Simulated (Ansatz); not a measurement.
Computed with Ansatz, DFT PBE, scalar-relativistic, plane waves, PAW. Settings: cutoff 420 eV, Γ-centred meshes spaced at most about 0.3 Å⁻¹, and about 0.25 Å⁻¹ or finer for metals (2π included), Gaussian smearing. No spin polarisation in the final relaxations.

Temperature and zero-point effects are left out. All come from trial cells, and lower structures may exist. The sheets are periodic along a and b; c holds vacuum.

Task: These unrelaxed guesses for Cu are each relaxed within their symmetry. Order them by the energy at which they end, lowest first.
A.

```
CELL_PARAMETERS angstrom
2.11718 0.00000 0.00000
0.00000 3.03850 0.00000
0.00000 0.00000 14.00000
ATOMIC_POSITIONS crystal
Cu 0.00000 0.00000 0.50000
```

B.

```
CELL_PARAMETERS angstrom
3.61051 0.00000 0.00000
-1.80525 3.12679 0.00000
0.00000 0.00000 14.00000
ATOMIC_POSITIONS crystal
Cu 0.66667 0.33333 0.50000
Cu 0.33333 0.66667 0.50000
```

Result: A (ends in p4/mmm, 0 meV/atom), B (ends in p6/mmm, 0.39 eV/atom).

Cells relaxed within their symmetry can be saddle points. Some structure types and database cells were kept out of the candidates from the start, so a known form may be missing.
